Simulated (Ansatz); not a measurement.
## Data sheet: BP (DFT)

BP:
Space group P6₃mc (No. 186); a = b = 3.1832 Å, c = 5.2759 Å, α = β = 90.00°, γ = 120.00°

```
atom  site  symmetry       x       y       z
----  ----  --------  ------  ------  ------
B       2b       3m.  0.3333  0.6667  0.4998
P       2b       3m.  0.3333  0.6667  0.1254
```

Space group P6_3mc (No. 186), wurtzite; conventional cell a = b = 3.183 Å, c = 5.276 Å, α = β = 90.00°, γ = 120.00°.

Method: HSE06 in the plane-wave PAW code Ansatz. The cell and atoms are relaxed at this level. Other levels are named where they apply.

**Cell and energy**

| Property | Value |
|---|---|
| Volume per atom | 11.57 Å³ |
| Density | 3.00 g/cm³ |

**Electronic structure**

| Item | Result |
|---|---|
| Band gap | 1.67 eV (indirect) |
| Valence-band maximum | at Γ |
| Conduction-band minimum | at K (2 equivalent valleys) |
| Smallest direct gap on the standard path | 3.62 eV |

**Mechanics**

| Item | Value |
|---|---|
| Bulk modulus (Birch–Murnaghan fit) | 1750 kbar |
| Pressure derivative B′ | 3.7 |

**Charges**

| Item | Value |
|---|---|
| Bader charges | B +0.60, P -0.60 e |

A made-up cell: these elements were put on the sites of a structure type; the Crystallography Open Database copy checked does not list it. It is not the phase usual at ambient conditions (space group No. 216). The HSE06 relaxation kept the symmetry of its start; its stability against distortions is not shown here. The hybrid was solved on a coarse mesh, the path and, where they were found, the r²SCAN edge points; its band edges are the extreme levels among these.

Potentials: the later of the program's two PAW sets.
